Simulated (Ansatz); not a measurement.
Data:

Ba:
```xyz
1
Lattice="-2.5100 2.5100 2.5100 2.5100 -2.5100 2.5100 2.5100 2.5100 -2.5100" Properties=species:S:1:pos:R:3 pbc="T T T"
Ba     0.0000     0.0000     0.0000
```

This is the PBE-relaxed structure.

Task: All from the program Ansatz at the PBE level (PAW), unless another level is named. Predict the bulk modulus (Birch–Murnaghan fit).

Result: 8.5 GPa.

Task: And the elastic constants (relaxed ions, GPa)?

Result: C11 = 11.6, C12 = 7.2, C44 = 10.2.

Space group Im-3m (bcc (W type)). Symmetry was held in the PBE relaxation. As this level gives no gap, shear constants depend on the k-mesh and smearing (Fermi–Dirac, 0.1 eV here). Scalar-relativistic: spin–orbit coupling is off unless named, which matters more the heavier the elements.

Potentials: the later of the program's two PAW sets.
